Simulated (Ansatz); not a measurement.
Cs₂AgBiBr₆ (double-perovskite type, space group Fm-3m)

```xyz
10
Lattice="0.0000 5.7385 5.7385 5.7385 0.0000 5.7385 5.7385 5.7385 0.0000" Properties=species:S:1:pos:R:3 pbc="T T T"
Cs     2.8692     2.8692     2.8692
Cs     8.6077     8.6077     8.6077
Ag     5.7385     5.7385     5.7385
Bi     0.0000     0.0000     0.0000
Br     2.8850     5.7385     5.7385
Br     8.5920     5.7385     5.7385
Br     5.7385     2.8850     5.7385
Br     5.7385     8.5920     5.7385
Br     5.7385     5.7385     2.8850
Br     5.7385     5.7385     8.5920
```

E(V) scan at fixed shape, V₀ the volume above. The atoms relax within the cell's symmetry.

These are PBE (plane waves to 420 eV, PAW, scalar-relativistic; Ansatz, a quantum-chemistry and plane-wave program) values and carry that method's errors. k mesh 5×5×5 (Γ-centred), Fermi-Dirac smearing 0.05 eV. The energy includes the smearing's −TS. Stress and pressure are positive under compression. Cs2AgBiBr6 was relaxed with its symmetry unable to fall. Spin-orbit coupling is left out, though Bi is heavy. The zero of ΔE is the relaxed starting cell.

| V (Å³/atom) | ΔE (meV/atom) |
|---|---|
| 35.526 | withheld |
| 35.904 | 6.8 |
| 36.282 | 4.3 |
| 36.660 | 2.4 |
| 37.038 | 1.0 |
| 37.416 | 0.3 |
| 37.794 | 0.0 |
| 38.172 | 0.2 |
| 38.550 | 0.9 |
| 38.928 | 2.0 |
| 39.306 | 3.5 |
| 39.684 | 5.4 |
| 40.061 | 7.6 |

**Question.** Fit a third-order Birch-Murnaghan form (E₀, V₀, B₀, B₀′ free) to the given rows and predict ΔE at V = 35.526.

**Answer.** Least squares on the 12 given rows: ΔE = E₀ + (9V₀B₀/16)·y²·[2 + (B₀′ − 4)y], y = (V₀/V)^(2/3) − 1, with V₀ = 37.808 Å³/atom, B₀ = 20.46 GPa (160.2 GPa = 1 eV/Å³; the term in eV is multiplied by 1000), B₀′ = 5.16, E₀ = 0.00 meV/atom; root-mean-square residual 0.02 meV/atom. At 35.526 the fit gives 10.0 meV/atom; the calculation gives 10.1 meV/atom, so the extrapolation is off by -0.1 (-1.0 %). For the pressure the fit gives 1.50 GPa against the computed 1.52 GPa.

(A scan under strain: stresses follow from slopes of the energy per volume, elastic moduli from its curvatures.)
